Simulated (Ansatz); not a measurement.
Electric field gradients in InSe under strain

The cell is a COD entry, relaxed with PBE at fixed cell and then changed (z stretched by 3 %, ions relaxed).

```yaml
crystal:
  lattice:
    - [4.05000, 0.00000, 0.00000]
    - [-2.02500, 3.50740, 0.00000]
    - [0.00000, 0.00000, 17.43790]
  atoms:
    - { symbol: In, position: [0.33333, 0.66667, 0.16935] }
    - { symbol: In, position: [0.66667, 0.33333, 0.66935] }
    - { symbol: In, position: [0.33333, 0.66667, 0.33065] }
    - { symbol: In, position: [0.66667, 0.33333, 0.83065] }
    - { symbol: Se, position: [0.33333, 0.66667, 0.59561] }
    - { symbol: Se, position: [0.66667, 0.33333, 0.09561] }
    - { symbol: Se, position: [0.33333, 0.66667, 0.90439] }
    - { symbol: Se, position: [0.66667, 0.33333, 0.40439] }
```

Atoms are numbered from 1 in the order listed; like atoms form one site, named after its first atom.

Method: Kohn–Sham DFT in Ansatz, PBE, plane waves and PAW, scalar-relativistic, 420 eV cutoff, Γ-centred 13×13×3 k-points, Fermi–Dirac smearing 0.05 eV.

V_zz is the principal component of the electric field gradient with the largest magnitude, η = (V_xx − V_yy)/V_zz and C_Q = eQV_zz/h.

¹¹⁵In: I = 9/2, Q = 772.0 mb. Nuclear quadrupole moments: year-2017 set (Pyykkö).

| site | atoms (order as listed) | first shell | V_zz (10²¹ V/m²) | η | C_Q (MHz) |
| --- | --- | --- | --- | --- | --- |
| In | 1, 2, 3, 4 | 3 Se at 2.67 Å; also 1 In at 2.81 Å | -10.70 | 0.00 | -200 |
| Se | 5, 6, 7, 8 | 3 In at 2.67 Å | -6.92 | 0.00 | – |

An axis of threefold or higher order runs through In and Se, so V_zz lies along it and η is zero.

Se has no stable isotope with a ground-state quadrupole moment in the table, so no C_Q is given.

Without spin–orbit coupling (the program notes it for In) the gradients can shift somewhat, as the gap is small.

The relaxation (6 steps) took 94 s of wall time (93 s of CPU time) and 0.95 GiB at its peak, on 1 thread of Intel Xeon 6975P-C (Granite Rapids) (x86_64; 16 cores open to the job, memory cap 3.0 GiB, no GPU), a shared host with a load of 0.5 a core.
